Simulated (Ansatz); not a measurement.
CdI$_{2}$:
```
CdI2
1.0
    4.16339     0.00000     0.00000
   -2.08169     3.60560     0.00000
    0.00000     0.00000    26.62819
Cd I
4 8
Cartesian
  0.00000   0.00000   0.00000
  2.08169   1.20187  19.96974
  0.00000   2.40373   6.65846
  0.00000   0.00000  13.31410
  0.00000   0.00000   8.34975
  0.00000   0.00000  18.27844
  2.08169   1.20187  11.62251
  0.00000   2.40373  15.00568
  0.00000   2.40373  21.66177
  2.08169   1.20187   4.96642
  2.08169   1.20187  24.93649
  0.00000   2.40373   1.69171
```

Relaxed with LDA. Special points in fractions of this cell's reciprocal vectors: Γ (0.000, 0.000, 0.000); M (0.500, 0.000, 0.000); K (0.333, 0.333, 0.000); A (0.000, 0.000, 0.500); L (0.500, 0.000, 0.500); H (0.333, 0.333, 0.500).

### Question
List the band energies nearest the valence-band maximum at these points for the program Ansatz at the LDA level (PAW).

### Answer
In eV from the valence-band maximum; about four levels below and three above (degenerate sets whole), none deeper than 8.9 eV; points with the same levels are listed once.

```json
[
 {"k": "Γ", "below": "-0.09 -0.09 -0.09 -0.09 -0.02 -0.02", "above": "2.34 3.09 3.09"},
 {"k": "M", "below": "-0.38 -0.35 -0.35 -0.15", "above": "2.04 2.23 2.34"},
 {"k": "K", "below": "-0.78 -0.78 -0.76 -0.45 -0.45", "above": "2.89 2.98 2.98"},
 {"k": "A", "below": "-0.05 -0.05 -0.03 -0.03", "above": "2.59 2.59 3.52"},
 {"k": "L", "below": "-0.50 -0.44 -0.21 -0.20", "above": "2.09 2.15 2.42"},
 {"k": "H", "below": "-0.83 -0.83 -0.78 -0.43 -0.43", "above": "2.92 2.97 2.97"}
]
```

Space group P-3m1. The workflow started from a Materials Project entry (that database holds measured and hypothetical structures alike); the Crystallography Open Database files this formula in space group No. 164, but the cells were not matched. Its standing as an ambient phase is unchecked. The cell was relaxed with LDA under the symmetry of its start; its stability against distortions is not shown here. A crystal of weakly bound layers computed without a dispersion correction: the cell and the soft elastic constants depend strongly on that. Spin–orbit coupling is left out wherever it is not named.

Potentials: the later of the program's two PAW sets.
